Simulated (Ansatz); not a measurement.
SiNi in space group Pmmn (No. 59; Si on 2a, Ni on 2a), the program Ansatz at the PBE level (PAW), all energies at zero smearing, with the estimated change up to a 700 eV cutoff added, with one set of potentials and settings (totals compare only within such a set). Cell of 4 atoms (2 Si, 2 Ni): -12952.885 eV.

```tsv
element	reference phase	E (eV/atom)
Si	Fd-3m, 2 atoms in the cell	-635.8096
Ni	Fm-3m, 1 atoms in the cell, spin-polarised	-5839.7239
```

Formation energy per atom, worked out: (-12952.885 − 2×(-635.8096) − 2×(-5839.7239))/4 = -0.455 eV/atom (-44 kJ per mol of atoms), at 0 K, without zero-point energy or fitted corrections.

The first step of the workflow began from a Materials Project structure, measured or hypothetical; the Crystallography Open Database copy checked does not list it. It is not the phase usual at ambient conditions (space group No. 62). Symmetry was held in the PBE relaxation; its stability against distortions is not shown here. The run is not spin-polarised. The references are the lowest solids computed at this level, not always the standard phases.

Potentials: the later of the program's two PAW sets.
